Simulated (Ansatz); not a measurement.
AlCr2C in space group P6_3/mmc (No. 194; Al on 2d, Cr on 4f, C on 2a) at seven volumes, DFT-PBE in the program Ansatz with PAW potentials, shape and atoms relaxed at each. One row is withheld.

```
V (Å³/atom)  P (GPa)
-----------  -------
10.096         21.85
10.429         13.37
10.761          6.16
11.094          0.00
11.427         -5.21
11.760         -9.65
12.093             ?
```

Question: Fit the shown pressures and predict the withheld one.

Answer: P = (3/2)B₀(x^(7/2) − x^(5/2))[1 + (3/4)(B′ − 4)(x − 1)] with x = (V₀/V)^(2/3). Least squares on the six rows gives V₀ = 11.095 Å³/atom, B₀ = 188 GPa, B′ = 4.37. At V = 12.093, x = 0.9442 and P = -13.42 GPa. The run itself gave -13.37 GPa.

The cell was relaxed with PBE under the symmetry of its start. No spin polarisation was allowed.

Potentials: the earlier of the program's two PAW sets.
